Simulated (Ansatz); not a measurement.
In plane-wave PAW PBEsol (Ansatz code), Ta4C3 in the trigonal phase (R-3m; Ta on 6c, C on 6c, Ta on 6c, C on 3a) relaxes to a = 3.119 Å, c = 30.159 Å. C on 6c has 6 nearest neighbours from 2.16 Å (octahedral); C on 3a has 6 nearest neighbours from 2.23 Å (octahedral). Its formation energy from the elements is -0.70 eV/atom, with no fitted shifts.

Electronic character: metallic (no gap).

The bulk modulus is 303 GPa.

The start of the workflow was typed in or built on a structure type; neither database checked (COD, Materials Project) lists it. Its standing as an ambient phase is unchecked. The cell was relaxed with PBEsol under the symmetry of its start; its stability against distortions is not shown here. No spin polarisation was allowed. The references are the lowest solids computed at this level, not always the standard phases. Scalar-relativistic: spin–orbit coupling is off unless named, which matters more the heavier the elements.

Potentials: the earlier of the program's two PAW sets. The files were generated under PBE; for other functionals the program regenerates the frozen cores, and for LDA and PBEsol the local potential too.
